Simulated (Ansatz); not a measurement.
This guess for Zn2GeN2 is about to be relaxed.

```
CELL_PARAMETERS angstrom
5.83525 0.00000 0.00000
-2.91762 5.05347 0.00000
0.00000 0.00000 4.29270
ATOMIC_POSITIONS crystal
Zn 0.33333 0.66667 0.21772
Zn 0.66667 0.33333 0.78228
Ge 0.00000 0.00000 0.50000
N 0.00000 0.00000 0.71850
N 0.00000 0.00000 0.28150
```

Method: Ansatz, DFT PBE, scalar-relativistic, plane waves, PAW. Cutoff 420 eV, Gaussian smearing, Γ-centred meshes. Cell and atoms relax first on a coarse mesh and then on a finer one. In between, the cell is made exact in the group found at 0.06 Å. In metals the finer mesh still leaves noise of several meV/atom or more. The steps can't lower the symmetry of their start. No spin polarisation.

A guess keeps its type if space group and coordination stay and the shape of the cell changes little (axis ratios within about 15 %, angles within 6°); the volume may change.

Question: Does this structure survive the relaxation?

Answer: It doesn't keep its type. The symmetry stays P-3m1 (No. 164). The volume per atom grows by 34.4 %, from 25.3 to 34.0 Å³. The shortest distance goes from 0.94 Å (Ge–N) to 1.10 Å (N–N). The ratio c/a of the conventional cell changes by a factor of 3.51. Counting neighbours within 15 % of an atom's shortest distance, the start has Ge 2, N 1, Zn 9 and the end Ge 6, N 1, Zn 6. In detail, at the end Zn has 3 Ge at 2.54 Å and 3 Zn at 2.82 Å; around Ge lie 6 Zn at 2.54 Å; N is surrounded by 1 N at 1.10 Å.

```
CELL_PARAMETERS angstrom
4.23901 0.00000 0.00000
-2.11950 3.67109 0.00000
0.00000 0.00000 10.93398
ATOMIC_POSITIONS crystal
Zn 0.33333 0.66667 0.43621
Zn 0.66667 0.33333 0.56379
Ge 0.00000 0.00000 0.50000
N 0.00000 0.00000 0.94959
N 0.00000 0.00000 0.05041
```

Energies over the elements count from the elements' standard structures at the same level (N₂ as a molecule), with no fitted energy shifts.

Question: At what energy does it end?

Answer: +0.25 eV/atom. The separate elements lie lower, so it is unstable against them.

The last run used a 12×12×4 mesh (in the run's order of axes) for its 5-atom cell and Gaussian smearing of 0.10 eV. No dispersion correction is applied, so the spacing and binding between layers, chains or molecules are poorly described. A structure relaxed within its symmetry needn't be a true minimum.
